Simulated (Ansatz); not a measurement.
Cell and atoms are relaxed with the symmetry kept. Start:

```
CELL_PARAMETERS angstrom
-2.24629 2.24629 7.27818
2.24629 -2.24629 7.27818
2.24629 2.24629 -7.27818
ATOMIC_POSITIONS crystal
Ba 0.00000 0.00000 0.00000
Mn 0.25000 0.75000 0.50000
Mn 0.75000 0.25000 0.50000
Bi 0.36679 0.36679 0.00000
Bi 0.63321 0.63321 0.00000
```

The calculation used DFT PBE, scalar-relativistic, plane waves, PAW in Ansatz.

Settings: cutoff 420 eV, Γ-centred mesh 12×12×12 on the computed 5-atom cell, Gaussian smearing of 0.01 eV; collinear spin from starting moments 0 -4.3 4.3 0 0 μB.

Q: What does it relax to?

A: The volume goes down by 0.17 Å³/atom to 29.21 Å³/atom, and the energy falls by 0.1 meV/atom. The cell ends with a moment of 0.00 μB (only this magnetic start was tried). Final structure:
```cif
data_structure
_symmetry_space_group_name_H-M 'P 1'
_symmetry_Int_Tables_number 1
_cell_length_a 7.9355
_cell_length_b 7.9355
_cell_length_c 7.9355
_cell_angle_alpha 147.206
_cell_angle_beta 147.206
_cell_angle_gamma 47.058
_cell_volume 146.04
loop_
_atom_site_label
_atom_site_type_symbol
_atom_site_fract_x
_atom_site_fract_y
_atom_site_fract_z
_atom_site_occupancy
Ba1 Ba 0.00000 0.00000 0.00000 1
Mn1 Mn 0.25000 0.75000 0.50000 1
Mn2 Mn 0.75000 0.25000 0.50000 1
Bi1 Bi 0.36666 0.36666 0.00000 1
Bi2 Bi 0.63334 0.63334 0.00000 1
```

Course of the relaxation (steps run on the plane waves of an earlier cell, and the basis is chosen afresh near the end, so energy and pressure can step there; trial steps that raised the energy were taken back; energies are free energies):

```csv
step,E − E_final (meV/atom),largest force component (eV/Å),P (GPa),V (Å³/atom)
1,0.1,0.030,-0.24,29.38
2,0.0,0.016,0.01,29.21
3,0.0,0.008,0.02,29.19
4,0.0,0.000,0.00,29.21
5,0.0,0.000,0.00,29.21
```

Spin-orbit coupling is left out, which matters for the bands of heavy elements.

Cost: 1 run of about 34 core-minutes, on Arm Neoverse V1 (shared hosts).